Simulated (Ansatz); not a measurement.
# LuPd (Pm-3m) as a metal

```
Lu Pd
1.0
     3.39004    0.00000    0.00000
     0.00000    3.39004    0.00000
     0.00000    0.00000    3.39004
Lu Pd
1 1
Direct
  0.00000 0.00000 0.00000
  0.50000 0.50000 0.50000
```

Conventional cell: a = 3.390 Å, b = 3.390 Å, c = 3.390 Å, α = 90.00°, β = 90.00°, γ = 90.00°. Lu (atom 1) has 8 Pd at 2.94 Å as nearest neighbours. Around Pd (atom 2) lie 8 Lu at 2.94 Å.

Level of theory, where no other is named: PBEsol, all-electron LAPW in Ansatz 0.2.0, scalar-relativistic. k mesh 12×12×12, fine mesh 16×16×16, Fermi-Dirac smearing of 0.100 eV, basis error target 1 meV/atom. The cell was relaxed by PAW under this functional.

Levels and slopes are solved on a 16×16×16 mesh, and each state is taken as quadratic over its cell.

(1) What is the density of states at the Fermi level, and which bare Sommerfeld coefficient follows?

(2) What Drude plasma energy and σ/τ do the band velocities give?

(3) Which bands cross the Fermi level, and what do they carry?

(4) Map the plane k₃ = 1/2 of the mesh: how many bands lie under the Fermi level at each point, counted from the least on the plane?

(5) On PAW files the program sums the optical response inside the mesh cells, interband lines and its own Drude term. Where does ε₁ rise through zero (a sharp plasmon if ε₂ is small there), and how much light is reflected?

(6) What does PAW give for the same cell?

Results:

(1) N(E_F) = 0.542 states/eV/atom (both spins), so γ = (π²/3) k_B² N(E_F) = 1.28 mJ/(mol-atom K²) without electron-phonon or spin-fluctuation enhancement.

(2) (ħω_p,α)² = (e²/ε₀VN_k) Σ_nkσ (∂E/∂k_α)² δ(E − E_F) gives ħω_p = (7.20, 7.20, 7.20) eV along x, y, z, and σ/τ = ε₀ω_p² = 10.6×10²⁰ Ω⁻¹m⁻¹s⁻¹ along x. Weighted by the density of states, the mean Fermi speed is 0.827×10⁶ m/s; the surface has an area of 18.8 Å⁻² for each spin direction.

(3) 

| band | filled part | N (states/eV/cell) | speed (10⁶ m/s) | 5th to 95th percentile | area (Å⁻²) | filling |
| --- | --- | --- | --- | --- | --- | --- |
| 1 | 0.44 | 0.872 | 0.878 | 0.57 to 1.09 | 16 | partly filled |
| 2 | 0.06 | 0.212 | 0.62 | 0.47 to 0.72 | 2.76 | nearly empty |

(4) k₁ runs to the right and k₂ upwards, each from −½ to ½ with 0 in the middle (the axes needn't be at right angles):
```
2222210000012222
2221111111111122
2211111111111112
2211111111111112
0111111111111111
0011111111111110
0011111111111110
0011111111111110
0011111111111110
0011111111111110
0111111111111111
2211111111111112
2211111111111112
2221111111111122
2222210000012222
2222200000002222
```

(5) 

```json
{
 "Fine mesh": "16, 16, 16",
 "Window top": "30 eV",
 "Line width": "0.15 eV",
 "Drude damping": "0.2 eV",
 "ε₁ rises through zero at x": "2.57, 10.95, 11.51 eV",
 "ε₂ there x": "6.16, 1.36, 1.2",
 "Plasma energy (x, y, z)": "6.89, 6.89, 6.89 eV",
 "Reflectivity at 1 eV, x-polarised": "0.8246",
 "Reflectivity at 2 eV, x-polarised": "0.6355",
 "Reflectivity at 3 eV, x-polarised": "0.2902"
}
```

The plasma energy here is the program's own sum at the run's smearing; it differs from the value above by up to 4 %, through mesh and smearing.

(6) N(E_F) = 0.542 states/eV/atom and ħω_p,x = 7.20 eV.

Known limits: these sums move with the mesh, by several per cent and more for small sheets; frozen-core PAW files fitted under PBE, their cores solved anew for the functional of the run.
